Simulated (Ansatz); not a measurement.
## 209Bi nuclear quadrupole resonance in Bi2Se3 at a changed volume

Cell: a structure deposited in the COD, relaxed with PBE at fixed cell and then changed (volume scaled by 0.98, ions relaxed).

```cif
data_structure
_symmetry_space_group_name_H-M 'P 1'
_symmetry_Int_Tables_number 1
_cell_length_a 9.3568
_cell_length_b 9.3568
_cell_length_c 9.3568
_cell_angle_alpha 24.080
_cell_angle_beta 24.080
_cell_angle_gamma 24.080
_cell_volume 119.84
loop_
_atom_site_label
_atom_site_type_symbol
_atom_site_fract_x
_atom_site_fract_y
_atom_site_fract_z
_atom_site_occupancy
Bi1 Bi 0.59712 0.59712 0.59712 1
Bi2 Bi 0.40288 0.40288 0.40288 1
Se3 Se 0.79618 0.79618 0.79618 1
Se4 Se 0.20382 0.20382 0.20382 1
Se5 Se 0.00000 0.00000 0.00000 1
```

Atoms are numbered from 1 in the order listed; like atoms form one site, named after its first atom.

The numbers come from a DFT calculation in Ansatz (PBE, plane waves and PAW, scalar-relativistic, 420 eV cutoff, Γ-centred 14×14×14 k-points, Fermi–Dirac smearing 0.05 eV).

209Bi: I = 9/2, Q = -516.0 mb (year-2017 value). Static lattice, zero field.

(1) The simulated lines lie at 1.48, 2.96, 4.44, 5.92 MHz. What are |C_Q|, η and |V_zz| at Bi?

## Answers

(1) For I = 9/2 and η = 0 the lines are |C_Q|/24 times 1, 2, 3 and 4; η shifts the lowest up most. Here |C_Q| = 35.5 MHz, η = 0.00 and |V_zz| = 2.84 × 10²¹ V/m². The calculation gives V_zz positive; the lines don't show the sign. The site has 6 Se at 2.78–2.94 Å.

An axis of threefold or higher order runs through Bi, so V_zz lies along it and η is zero.

With no gap above 0.1 eV, as in a metal, the gradients converge slowly in k; expect changes of a tenth or more on a denser mesh. Spin–orbit coupling is left out, which shifts gradients on Bi by a few per cent in wide-gap crystals, and can shift them far more where the calculated gap is small or absent, as here. Newer work puts Q(²⁰⁹Bi) near −420 mb, which would lower these couplings by about a fifth. Semilocal functionals make gaps too small and can close them, so the real compound need not be a metal. At this changed cell the PBE pressure is 14 GPa.
